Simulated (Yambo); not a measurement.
BSE-type run in Yambo on BN (space group P6_3/mmc, No. 194), at finite momentum (a q point of the mesh, 1.72 1/Å).

Quantum ESPRESSO step (PBEsol, PseudoDojo standard norm-conserving files, scalar-relativistic):
```
&CONTROL
  calculation = 'nscf'
  pseudo_dir = './pseudo'
  outdir = './out'
/
&SYSTEM
  ibrav = 0
  nat = 4
  ntyp = 2
  ecutwfc = 84.0
  ecutrho = 336.0
  occupations = 'fixed'
  force_symmorphic = .true.
  nbnd = 27
/
&ELECTRONS
  conv_thr = 4e-09
  diago_full_acc = .true.
  diago_thr_init = 1e-08
/
ATOMIC_SPECIES
B 10.8100 B.upf
N 14.0070 N.upf
CELL_PARAMETERS angstrom
  2.512429911000   0.000000000000   0.000000000000
 -1.256214956000   2.175828128000   0.000000000000
  0.000000000000   0.000000000000   7.707260000000
ATOMIC_POSITIONS crystal
B   0.333333333000   0.666666667000   0.250000000000
B   0.666666667000   0.333333333000   0.750000000000
N   0.333333333000   0.666666667000   0.750000000000
N   0.666666667000   0.333333333000   0.250000000000
K_POINTS automatic
12 12 4 0 0 0
```

Yambo input:
```
rim_cut
optics
bse
bss
dipoles
em1s
RandQpts= 1000000
RandGvec= 1 Ry
FFTGvecs= 40 Ry
Chimod= "HARTREE"
BSKmod= "SEX"
BSEmod= "resonant"
BSSmod= "hs"
BSENGexx= 15 Ry
BSENGBlk= 4 Ry
% KfnQP_E
 1.894 | 1.0 | 1.0 |
%
% BSEQptR
 57 | 57 |
%
% BSEBands
 5 | 10 |
%
% BEnRange
 0.0 | 12.1 | eV
%
% BDmRange
 0.15 | 0.15 | eV
%
BEnSteps= 242
% BLongDir
 1.0 | 0.0 | 0.0 |
%
BSHayTrs= -0.02
BSSNEig= 24
WRbsWF
% BndsRnXs
 1 | 22 |
%
NGsBlkXs= 4 Ry
% LongDrXs
 1.0 | 1.0 | 1.0 |
%
```

From the report:

The dimension is k points × valence × conduction bands = 576 × 4 × 2 = 4608.
```
   [SLEPC] Approach                          : Krylov-Schur
   [SLEPC] Number of requested eigenvalues   :  24
   [SLEPC] Number of eigenvalues        [NEV]:  24
    [K] Dimension                                    :   4608
    [K] Bands                                        :   5  10
    [K] Exchange res                                 : yes
    [K] Correlation res                              : yes
    [K] W interaction is bare                        : no
    [K] RL vectors exchange                          :  265
    [K] RL vectors correlation                       :   51
    [W] Matrix size                                  :   51
    [W] Bands                                        :   1  22
    [W] Coulomb Cutoff                               : none
    [W] Hxc Kernel                                   : HARTREE
```
Lowest eigenvalues (eV; in brackets the number of states within 2 meV): 5.55 (1), 5.57 (1), 5.92 (2), 6.04 (2), 6.06 (2), 6.20 (1). They depend on the mesh, which isn't converged, and on the G0W0 scissor.

Geometry of the Materials Project entry, not relaxed at this level.

The distance between layers or molecules is the database entry's, not relaxed here. Functionals without dispersion can leave it too large, which widens gaps and weakens the response across layers: the numbers belong to this cell.
